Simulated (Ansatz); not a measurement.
A crystal relaxed with r2SCAN in Ansatz has space group P-4m2 (No. 115) and a = 4.104 Å, c = 6.639 Å.

```tsv
atom	site	x	y	z
Na	1a	0.0000	0.0000	0.0000
S	2g	0.0000	0.5000	0.2709
Xx	1c	0.5000	0.5000	0.5000
```

With r2SCAN the gap is 1.08 eV and direct, at Γ. The HSE06 gap is direct at Γ: 1.70 eV. Meshes: r2SCAN 6×6×4, HSE06 4×4×4. r2SCAN's ε∞ is 5.8 along x and y, 4.2 along z.

**Question.** Which element is Xx?
A. Al
B. B
C. In
D. Tl

**Answer.** D. Xx is Tl: NaTlS₂, ordered on the zincblende lattice (P-4m2) with 4 atoms a cell. Around Na lie 4 S at 2.73 Å; around S lie 2 Tl at 2.55 Å and 2 Na at 2.73 Å; around Tl lie 4 S at 2.55 Å.

Simulation only: spin-unpolarised, and no claim that this is the phase found in nature.

Spin-orbit coupling is left out; in compounds of Pb, Bi, Tl or Hg it can lower a gap by up to about 1 eV, split its edges or invert the bands.

The meshes of the hybrids are coarse, so their gaps aren't converged to the digits shown.
